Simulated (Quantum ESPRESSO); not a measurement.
Solid-state NMR card for SrTe

```
CELL_PARAMETERS angstrom
      0.00000     3.35584     3.35584
      3.35584     0.00000     3.35584
      3.35584     3.35584     0.00000
ATOMIC_POSITIONS crystal
  Sr 0.00000 0.00000 0.00000
  Te 0.50000 0.50000 0.50000
```
The geometry is a computed Materials Project entry, not a measured one. It is SrTe in Fm-3m; whether this form has been observed was not checked. Stability against distortions was not tested.

These are absolute shieldings with no macroscopic susceptibility term; δ = σ_ref − σ needs a reference computed alike. By our sweeps, such settings leave a few ppm in absolute σ on light atoms and up to some 20 ppm from Zn on. No spin–orbit coupling; Te is the heaviest element present. No d partial waves on Te: the paramagnetic term there is incompletely reconstructed. Static lattice: thermal averaging is not included.

Q: What do the calculations give at each independent site (shieldings by GIPAW with PBE in a modified build of Quantum ESPRESSO, on JTH PAW datasets, 20 Ha, k-mesh 7×7×7 shifted, f-sum rule met within 0.004 %)?

A: 
```csv
site,site symmetry,σ_iso (ppm)
Sr (atom 1),m-3m,2657
Te (atom 2),m-3m,3003
```
